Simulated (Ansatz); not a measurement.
# Calculated with Ansatz: Rb₂Cd₆Pd, relaxation

The command:

```bash
ansatz run input.yaml --threads 2 --pin off --max-ram 2560MiB --backend cpu --events-out ev --progress --plain --runs-dir out
```

The input file (Ansatz 0.2.0, plane waves):

```yaml
crystal:
  lattice:
    - [0.0, 4.940031, 4.940031]
    - [4.940031, 0.0, 4.940031]
    - [4.940031, 4.940031, 0.0]
  atoms:
    - { symbol: Cd, position: [0.762, 0.238, 0.238] }
    - { symbol: Cd, position: [0.238, 0.762, 0.238] }
    - { symbol: Cd, position: [0.238, 0.762, 0.762] }
    - { symbol: Cd, position: [0.762, 0.238, 0.762] }
    - { symbol: Cd, position: [0.238, 0.238, 0.762] }
    - { symbol: Cd, position: [0.762, 0.762, 0.238] }
    - { symbol: Pd, position: [0.0, 0.0, 0.0] }
    - { symbol: Rb, position: [0.25, 0.25, 0.25] }
    - { symbol: Rb, position: [0.75, 0.75, 0.75] }
  symmetry: { tolerance: 0.0003 }
kpoints:
  mp_grid: { grid: [6, 6, 6], shift: [0, 0, 0] }
magnetization:
  spin_polarized: false
scf:
  occupations: { method: gaussian, width: 0.1617 }
  lower_state_search: "off"
hamiltonian:
  pseudopotentials: { kind: paw }
  xc: pbe
basis:
  ecutwfc: 420
  fft_grid_basis: typed
relax:
  max_steps: 60
  f_tol: 0.03
output:
  forces: true
  stress: true
  eigenvalues: true
  bader: true
  populations: true
  elf: true
  write_potential: true
  volumetric_format: npy
  dos:
    e_range: [-12, 8]
    de: 0.05
    projected: { site_lists: { Cd: [Cd], Pd: [Pd], Rb: [Rb] } }
checkpoint:
  read: saved_state
```

Origin of the cell: a known structure type with other elements, at an estimated volume, so it need not be a known compound.

The saved state is a converged single point of the same cell.

Steps:

| step | ΔF (meV/atom) | max force component (eV/Å) | SCF iterations | step was |
| --- | --- | --- | --- | --- |
| 1 | 0.0 | 4.169 | 8 | accepted |
| 2 | -339.4 | 1.384 | 6 | accepted |
| 3 | -408.2 | 0.301 | 6 | accepted |
| 4 | -412.2 | 0.001 | 6 | accepted |
| 5 | -412.2 | 0.001 | 6 | accepted |

Step 1, with forces in eV/Å:

```xyz
9
Lattice="0.000 4.940 4.940 4.940 0.000 4.940 4.940 4.940 0.000" Properties=species:S:1:pos:R:3:forces:R:3 pbc="T T T" step=1
Cd    2.351    4.940    4.940    4.169    0.000    0.000
Cd    4.940    2.351    4.940    0.000    4.169    0.000
Cd    7.529    4.940    4.940   -4.169    0.000    0.000
Cd    4.940    7.529    4.940    0.000   -4.169    0.000
Cd    4.940    4.940    2.351    0.000    0.000    4.169
Cd    4.940    4.940    7.529    0.000    0.000   -4.169
Pd    0.000    0.000    0.000    0.000    0.000    0.000
Rb    2.470    2.470    2.470    0.000    0.000    0.000
Rb    7.410    7.410    7.410    0.000    0.000    0.000
```

Step 2, with forces in eV/Å:

```xyz
9
Lattice="0.000 4.940 4.940 4.940 0.000 4.940 4.940 4.940 0.000" Properties=species:S:1:pos:R:3:forces:R:3 pbc="T T T" step=2
Cd    2.546    4.940    4.940    1.384    0.000    0.000
Cd    4.940    2.546    4.940    0.000    1.384    0.000
Cd    7.334    4.940    4.940   -1.384    0.000    0.000
Cd    4.940    7.334    4.940    0.000   -1.384    0.000
Cd    4.940    4.940    2.546    0.000    0.000    1.384
Cd    4.940    4.940    7.334    0.000    0.000   -1.384
Pd    0.000    0.000    0.000    0.000    0.000    0.000
Rb    2.470    2.470    2.470    0.000    0.000    0.000
Rb    7.410    7.410    7.410    0.000    0.000    0.000
```

Step 3, with forces in eV/Å:

```xyz
9
Lattice="0.000 4.940 4.940 4.940 0.000 4.940 4.940 4.940 0.000" Properties=species:S:1:pos:R:3:forces:R:3 pbc="T T T" step=3
Cd    2.673    4.940    4.940    0.301    0.000    0.000
Cd    4.940    2.673    4.940    0.000    0.301    0.000
Cd    7.207    4.940    4.940   -0.301    0.000    0.000
Cd    4.940    7.207    4.940    0.000   -0.301    0.000
Cd    4.940    4.940    2.673    0.000    0.000    0.301
Cd    4.940    4.940    7.207    0.000    0.000   -0.301
Pd    0.000    0.000    0.000    0.000    0.000    0.000
Rb    2.470    2.470    2.470    0.000    0.000    0.000
Rb    7.410    7.410    7.410    0.000    0.000    0.000
```

Step 5, with forces in eV/Å:

```xyz
9
Lattice="0.000 4.940 4.940 4.940 0.000 4.940 4.940 4.940 0.000" Properties=species:S:1:pos:R:3:forces:R:3 pbc="T T T" step=5
Cd    2.712    4.940    4.940    0.001    0.000    0.000
Cd    4.940    2.712    4.940    0.000    0.001    0.000
Cd    7.168    4.940    4.940   -0.001    0.000    0.000
Cd    4.940    7.168    4.940    0.000   -0.001    0.000
Cd    4.940    4.940    2.712    0.000    0.000    0.001
Cd    4.940    4.940    7.168    0.000    0.000   -0.001
Pd    0.000    0.000    0.000    0.000    0.000    0.000
Rb    2.470    2.470    2.470    0.000    0.000    0.000
Rb    7.410    7.410    7.410    0.000    0.000    0.000
```

| Item | Value |
| --- | --- |
| Free energy lowered by | 412.2 meV/atom |
| Final pressure | 3.46 GPa |
| Relaxation steps listed | 5 |

Caveats: the SCF threshold is looser than advised for a stress; the relaxation held the start's symmetry, so the end may be a saddle point; wide smearing.

Time: 2.5 min on 2 threads of Arm Neoverse N1, with other jobs on the host, peak memory 0.87 GiB, from a saved density.
